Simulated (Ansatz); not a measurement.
An Ansatz input and the part of its output that reports the observables at the nuclei.

The start is a measured structure from the Crystallography Open Database (COD).

```yaml
crystal:
  lattice:
    - [10.3826, 0.0, 0.0]
    - [0.0, 5.8079, 0.0]
    - [-0.0062114297, 0.0, 4.9428960972]
  atoms:
    - { symbol: Na, position: [0.5, 0.32499, 0.75] }
    - { symbol: Na, position: [0.5, 0.67501, 0.25] }
    - { symbol: V, position: [0.24177, 0.16285, 0.2362] }
    - { symbol: V, position: [0.75823, 0.16285, 0.2638] }
    - { symbol: V, position: [0.75823, 0.83715, 0.7638] }
    - { symbol: V, position: [0.24177, 0.83715, 0.7362] }
    - { symbol: Ag, position: [0.0, 0.68466, 0.25] }
    - { symbol: Ag, position: [0.0, 0.31534, 0.75] }
    - { symbol: O, position: [0.14463, 0.351, 0.3643] }
    - { symbol: O, position: [0.85537, 0.351, 0.1357] }
    - { symbol: O, position: [0.85537, 0.649, 0.6357] }
    - { symbol: O, position: [0.14463, 0.649, 0.8643] }
    - { symbol: O, position: [0.16397, 0.0989, 0.9355] }
    - { symbol: O, position: [0.83603, 0.0989, 0.5645] }
    - { symbol: O, position: [0.83603, 0.9011, 0.0645] }
    - { symbol: O, position: [0.16397, 0.9011, 0.4355] }
    - { symbol: F, position: [0.37042, 0.355, 0.1159] }
    - { symbol: F, position: [0.62958, 0.355, 0.3841] }
    - { symbol: F, position: [0.62958, 0.645, 0.8841] }
    - { symbol: F, position: [0.37042, 0.645, 0.6159] }
    - { symbol: F, position: [0.35695, 0.1043, 0.5415] }
    - { symbol: F, position: [0.64305, 0.1043, 0.9585] }
    - { symbol: F, position: [0.64305, 0.8957, 0.4585] }
    - { symbol: F, position: [0.35695, 0.8957, 0.0415] }
kpoints:
  mp_grid: { grid: [2, 4, 4] }
scf:
  occupations: { method: fermi_dirac, width: 0.02 }
hamiltonian:
  xc: pbe
  pseudopotentials: { kind: paw }
output:
  forces: true
  stress: true
  populations: true
  efg:
    quadrupole_moments_barn: { Na: 0.104, V: -0.052, O: -0.02558 }
    contact_densities: true
relax:
  f_tol: 0.02
  max_steps: 60
```

```sh
ansatz run input.yaml --threads 2 --pin off --max-ram 5120MiB --backend cpu --events-out ev --progress --plain --runs-dir out
```

The run relaxes the ions first, and the block belongs to the relaxed positions.

Of the output, the block on the nuclei alone is shown; the set-up, the SCF iterations, energies, forces and stress are cut. One atom of each set with nearly equal values is shown.

```
--- PAW observables at the nuclei: V_zz in 10²¹ V/m², potentials from the cell's mean, atoms counted from 1 ---
  atom   1  Na V_zz =    -0.591806   η = 0.3145   by run symmetry: allowed   C_q = -1.4882 MHz
            electrostatic potential = -979.902200 V   contact ρ = 5903.987758 e/Å³
  atom   3  V  V_zz =    +2.250379   η = 0.9651   by run symmetry: allowed   C_q = -2.8295 MHz
            electrostatic potential = -2685.671086 V   contact ρ = 66016.432585 e/Å³
  atom   7  Ag V_zz =    -3.030175   η = 0.9213   by run symmetry: allowed
            electrostatic potential = -7473.109004 V   contact ρ = 948340.028684 e/Å³
  atom   9  O  V_zz =    +2.032145   η = 0.9588   by run symmetry: allowed   C_q = -1.2569 MHz
            electrostatic potential = -620.485187 V   contact ρ = 2161.264730 e/Å³
  atom  13  O  V_zz =    -2.016256   η = 0.1679   by run symmetry: allowed   C_q = +1.2471 MHz
            electrostatic potential = -620.626124 V   contact ρ = 2158.891889 e/Å³
  atom  17  F  V_zz =    +8.988918   η = 0.1859   by run symmetry: allowed
            electrostatic potential = -737.561554 V   contact ρ = 3127.579589 e/Å³
  atom  21  F  V_zz =    +6.752832   η = 0.6228   by run symmetry: allowed
            electrostatic potential = -737.654789 V   contact ρ = 3127.485039 e/Å³
```

The relaxation (10 steps) took 3.3 min of wall time (6.5 min of CPU time) and 1.1 GiB at its peak, on 2 threads of Arm Neoverse V2 (aarch64; 28 cores open to the job, memory cap 5.0 GiB, no GPU), a shared host with a load of 0.8 a core.

Without spin–orbit coupling (the program notes it for Ag) the gradients are little affected as a rule: paired runs on crystals with a gap mostly move them by under 2 % at such atoms.
